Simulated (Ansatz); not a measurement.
MnTl2GeTe4:
```xyz
8
Lattice="-4.2580 4.2580 3.4765 4.2580 -4.2580 3.4765 4.2580 4.2580 -3.4765" Properties=species:S:1:pos:R:3 pbc="T T T"
Mn     0.0000     0.0000     3.4765
Tl     4.2580     0.0000     0.0000
Tl     0.0000     4.2580     0.0000
Ge     0.0000     0.0000     0.0000
Te     1.4468     1.4468     5.3265
Te     1.4468    -1.4468     1.6265
Te     2.8113     2.8113     1.8500
Te    -1.4468     1.4468     1.6265
```
The run is spin-polarised; directions of the spins, atom by atom: ↑ 0 0 0 0 0 0 0.

Relaxed with r²SCAN+D4.

Problem. Which orbitals make up the states near the band edges in the program Ansatz at the r²SCAN+D4 level (PAW)?

Solution. Top 1 eV of the valence band: Te 5p 79 %, Mn 3d 7 %, Tl 6s 6 %. Bottom 1 eV of the conduction band: Te 5p 44 %, Ge 4s 18 %, Tl 6p 16 %, Mn 3d 10 %. Projections are on Löwdin-orthogonalised atomic valence shells; empty p or d shells of many metals are not among them.

Problem. Tabulate the density of states.

Solution. States/eV per cell of 8 atoms, in 0.25 eV bins, energy from the valence-band maximum.

```
E (eV)  total  Te 5p  Mn 3d  Tl 6p
------  -----  -----  -----  -----
-7.90    0.98   0.25   0.01   0.02
-7.65    4.49   1.13   0.04   0.12
-7.40    2.53   0.63   0.02   0.06
-7.15    0.00   0.00   0.00   0.00
-6.90    0.22   0.06   0.00   0.00
-6.65    0.79   0.19   0.01   0.03
-6.40    1.48   0.30   0.01   0.08
-6.15    2.35   0.44   0.02   0.16
-5.90    2.47   0.45   0.02   0.20
-5.65    3.14   0.63   0.04   0.27
-5.40    2.04   0.51   0.02   0.17
-5.15    2.32   0.68   0.02   0.10
-4.90    0.99   0.26   0.01   0.04
-4.65    0.27   0.07   0.02   0.01
-4.40    2.44   1.19   0.40   0.10
-4.15    3.94   2.17   0.38   0.22
-3.90    6.08   2.92   1.45   0.36
-3.65    8.98   2.85   4.44   0.36
-3.40   11.36   3.03   6.32   0.36
-3.15    7.79   2.97   2.59   0.31
-2.90    6.54   3.29   1.01   0.30
-2.65    4.06   2.36   0.36   0.32
-2.40    3.42   2.09   0.46   0.41
-2.15    5.81   4.02   0.47   0.72
-1.90    5.74   4.16   0.35   0.65
-1.65    6.84   5.19   0.41   0.53
-1.40    7.68   5.98   0.53   0.45
-1.15    9.21   7.36   0.58   0.43
-0.90    7.46   6.01   0.43   0.26
-0.65    5.81   4.57   0.48   0.19
-0.40    3.36   2.67   0.31   0.06
-0.15    1.40   1.07   0.13   0.02
0.10     0.00   0.00   0.00   0.00
0.35     0.00   0.00   0.00   0.00
0.60     0.15   0.05   0.01   0.05
0.85     1.70   0.71   0.19   0.31
1.10     3.11   1.49   0.25   0.42
1.35     3.25   1.40   0.36   0.57
1.60     1.51   0.42   0.19   0.54
1.85     2.66   0.36   0.96   0.82
2.10     6.14   0.53   3.26   1.31
2.35     7.94   0.89   4.56   1.17
2.60     6.73   0.88   3.14   1.34
2.85     7.15   1.11   1.77   2.26
3.10     6.51   1.01   0.84   2.45
3.35     5.41   0.91   0.44   2.11
3.60     6.37   1.30   0.40   2.14
3.85     6.03   1.31   0.30   1.90
4.10     6.54   1.51   0.26   2.07
4.35     6.72   1.56   0.25   2.22
4.60     5.39   1.19   0.12   2.06
4.85     4.43   0.98   0.08   1.71
5.10     5.06   1.09   0.06   1.65
5.35     5.25   1.08   0.04   1.63
```

Space group I-42m. The workflow started from a Materials Project entry (that database holds measured and hypothetical structures alike); the Crystallography Open Database files this formula in space group No. 121, but the cells were not matched. Whether it is the stable phase at ambient conditions was not checked. The r²SCAN+D4 relaxation kept the symmetry of its start; whether a distortion lowers the energy is not shown. Spin order of the final state: ferromagnetic, the only order run, not a proven ground state. The cell computed holds one magnetic atom, so no antiferromagnetic order was within reach. Other orbital occupations within this spin state were not tried. No Hubbard U is applied. Scalar-relativistic: spin–orbit coupling is off unless named, which matters more the heavier the elements.

Potentials: the later of the program's two PAW sets.
